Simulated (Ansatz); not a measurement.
# Slab of zincblende CdTe (110), 4 layers

The slab is cut from the zincblende crystal, which needn't be the stable phase, as relaxed on PAW files (36.20 Å³/atom), with 16 Å of vacuum and a dipole correction:

```
CELL_PARAMETERS angstrom
4.67805 0.00000 0.00000
0.00000 6.61577 0.00000
0.00000 0.00000 23.01710
ATOMIC_POSITIONS crystal
Cd 0.00000 0.87500 0.34757
Te 0.50000 0.62500 0.34757
Cd 0.50000 0.37500 0.44919
Te 0.00000 0.12500 0.44919
Cd 0.00000 0.87500 0.55081
Te 0.50000 0.62500 0.55081
Cd 0.50000 0.37500 0.65243
Te 0.00000 0.12500 0.65243
```

All numbers are PBE results (scalar-relativistic) from Ansatz 0.2.0, with a Γ-centred 6×4×1 k mesh, Fermi–Dirac smearing of 0.02 eV, no spin polarisation. Methods: LAPW: all electrons, basis error target 1 meV/atom; PAW: frozen-core files, cutoff 420 eV.

The bulk energy comes from a cell in the slab's orientation on a 6×4×6 mesh. The surface energy is (E(slab) − N·E(bulk))/2A at zero smearing, the mean of both faces; thin slabs carry quantum-size effects.

Spin–orbit coupling is left out, which matters for the heavy atoms.

**Question.** As cut, the LAPW slab lies 1.597 eV above 8 atoms of bulk. What surface energy is that?

**Answer.** Over two faces of 30.95 Å² it is 25.8 meV/Å², and times 16.02 J/m² per eV/Å² that gives γ = 0.413 J/m².

**Question.** What do relaxation and the other method give?

**Answer.** 

| method | γ as cut (J/m²) | γ relaxed (J/m²) |
| --- | --- | --- |
| LAPW | 0.413 | 0.195 |
| PAW | 0.414 | 0.196 |

**Question.** How do the spacings between the planes relax (positions relaxed on PAW files)?

**Answer.** From the bottom face up: d12 -10.0 % of 2.339 Å, d23 +3.6 % of 2.339 Å, d34 -10.0 % of 2.339 Å. The outer plane rumples by 0.854 Å.

**Question.** Where do the band edges lie?

**Answer.** On the k mesh: gap 1.39 eV, valence top 5.32 eV below the vacuum level.

**Question.** What changes if relativity is switched off, at the same positions?

**Answer.** LAPW then gives: gap 2.08 eV, valence top 5.53 eV below the vacuum level.

**Question.** A core hole in the 3d shell of Cd is made on one Cd atom of each kind in every 1×1 cell (PAW hole dataset, neutral cell, valence without spin). What does it cost by layer?

**Answer.** layer 1 405.40 eV, layer 2 405.28 eV, layer 3 405.28 eV, layer 4 405.40 eV. Shifts between layers mean more than the absolute values, and a whole layer of holes screens otherwise than one hole.
